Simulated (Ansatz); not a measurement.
Values for one crystal, relaxed and computed with r²SCAN in the plane-wave PAW code Ansatz; other levels are named.

```yaml
volume_per_atom: 20.02 Å³
electronic_character: metallic (no gap)
Density of states at the Fermi level: 0.13 states/eV per atom (mean over ±0.08 eV)
highest_zone_centre_frequency: 247 cm^-1
Bulk modulus (Birch–Murnaghan fit): 548 kbar
Pressure derivative B′: 4.9
zone_centre_stability: no imaginary mode at Γ
```

Q: Pick the material that matches.
A) Ga, Cmcm (Ga on 8g)
B) Zr, simple cubic
C) In, simple cubic
D) Ba, fcc (Cu type)

A: A, Ga, Cmcm (Ga on 8g)

The workflow started from a Materials Project entry (that database holds measured and hypothetical structures alike); the Crystallography Open Database files this formula in space group No. 63, but the cells were not matched. It is not the phase usual at ambient conditions (space group No. 64). The r²SCAN relaxation kept the symmetry of its start. As this level gives no gap, phonon frequencies hold no LO–TO term and depend on the k-mesh and smearing (Fermi–Dirac, 0.1 eV here). Spin–orbit coupling is left out wherever it is not named.

Potentials: the later of the program's two PAW sets.
